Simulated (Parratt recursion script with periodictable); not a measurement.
# Sharing the period between Si and Mo in a mirror for 13.5 nm

| layer, from the top | thickness (Å) | density (g/cm³) | rms roughness of its top face (Å) | δ at 13.5 nm | β at 13.5 nm |
|---|---|---|---|---|---|
| Si (in each period) | varied | 2.313 | 0 | 9.927 × 10⁻⁴ | 0.001813 |
| Mo (in each period) | varied | 10.026 | 0 | 0.07476 | 0.006314 |
| Si (substrate) | – | 2.313 | 0 | 9.927 × 10⁻⁴ | 0.001813 |

The refractive index is n = 1 − δ + iβ; the runs take δ and β at each wavelength of the scan. Vacuum lies above.

Densities are inputs, not measurements. They were set from computed cells of the Materials Project: Si from entry mp-149 (Fd-3m, 2.313 g/cm³); Mo from entry mp-129 (Im-3m, 10.026 g/cm³). A layer's crystal structure does not enter its constants, only its composition and density.

Model: EUV and soft X-ray reflectivity, Parratt recursion, Névot-Croce roughness, Henke tables. Program: Parratt recursion script with periodictable 1.7.1.

Light falls along the surface normal, where s and p polarisation coincide. The wavelength is scanned from 12.42 to 14.58 nm in 161 evenly spaced points, without smoothing. The peak is the highest scan point; its wavelength and height come from a parabola through R at that point and its two neighbours.

The pair is repeated 10 times. The runs differ in the two thicknesses alone; Γ is the share of Mo in the period D.

| Si (Å) | Mo (Å) | Γ | peak λ (nm) | peak R (%) |
|---|---|---|---|---|
| 54.6 | 13.7 | 0.20 | 13.485 | 13.8 |
| 47.8 | 20.5 | 0.30 | ? | ? |
| 37.6 | 30.7 | 0.45 | 13.293 | 31.6 |
| 34.1 | 34.1 | 0.50 | 13.242 | 32.0 |
| 27.3 | 41 | 0.60 | 13.188 | 29.6 |

Problem. Estimate the peak wavelength and height at Γ = 0.30.

Solution. Wavelength: with δ̄ the thickness-weighted δ at 13.5 nm and α the angle from the normal (sin²α = 0.0000), λ ≈ 2D[(1 − δ̄)² − sin²α]^½.

| Γ | D (Å) | δ̄ | λ by hand (nm) | run minus hand (nm) |
|---|---|---|---|---|
| 0.20 | 68.3 | 0.0158 | 13.444 | 0.041 |
| 0.30 | 68.3 | 0.0231 | 13.344 | to find |
| 0.45 | 68.3 | 0.0342 | 13.193 | 0.100 |

The difference, interpolated in Γ, is 0.065 nm, so λ ≈ 13.344 + 0.065 = 13.409 nm.

Height: the parabola through the rows at Γ = 0.20, 0.45, 0.50 has weights 0.400, 1.600, −1.000 at Γ = 0.30, which give 24.1 %.

The run gave 13.407 nm and 23.5 %, so the estimates miss by 0.002 nm and 0.6 points. Of these 5 runs, Γ = 0.50 has the highest peak.
